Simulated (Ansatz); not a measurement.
# Gradients in SnO at several cell volumes

Reference cell: a refined structure from the COD, its atoms then relaxed with PBE in this cell.

```xyz
4
Lattice="3.7986 0.0000 0.0000 0.0000 3.7986 0.0000 0.0000 0.0000 4.8408" Properties=species:S:1:pos:R:3 pbc="T T T"
Sn    1.8993    0.0000    1.1728
Sn    0.0000    1.8993    3.6680
O     0.0000    0.0000    0.0000
O     1.8993    1.8993    0.0000
```

Sites (sets of like atoms) are named by element and the number of their first atom in this list.

Computed with Ansatz: DFT, PBE, plane waves and PAW, scalar-relativistic, 420 eV cutoff, Γ-centred 12×12×10 k-points, Fermi–Dirac smearing 0.05 eV.

The cell is scaled uniformly, and the ions relax again at each size.

V_zz in 10²¹ V/m²:

| V/V₀ | Sn V_zz (η) | O V_zz (η) |
| --- | --- | --- |
| 0.94 | -18.41 (0.00) | 1.88 (0.00) |
| 0.96 | -18.28 (0.00) | 1.44 (0.00) |
| 1.00 | -17.72 (0.00) | 0.68 (0.00) |
| 1.04 | -16.87 (0.00) | 0.044 (0.00) |
| 1.06 | -16.39 (0.00) | -0.24 (0.00) |

**Question.** One more run gives Sn -18.05 (0.00), O 1.04 (0.00). At which V/V₀ was it made?

**Answer.** V/V₀ = 0.98. Sn changes steadily, and interpolating it between the rows gives 0.976. Logarithmic slopes d ln|V_zz|/d ln V over the series, for the sites that change steadily: Sn -1.0. Point charges on a uniformly scaled lattice would give −1; atoms that shift within the cell as it changes, and charge that moves in the bonds, make the difference.

The run finds no gap above 0.1 eV (a metal, or nearly one), so the gradients can move by 10 % or more with the k-mesh. Without spin–orbit coupling (the program notes it for Sn) the gradients can shift somewhat, as the gap is small. Semilocal functionals make gaps too small and can close them, so the real compound need not be a metal.
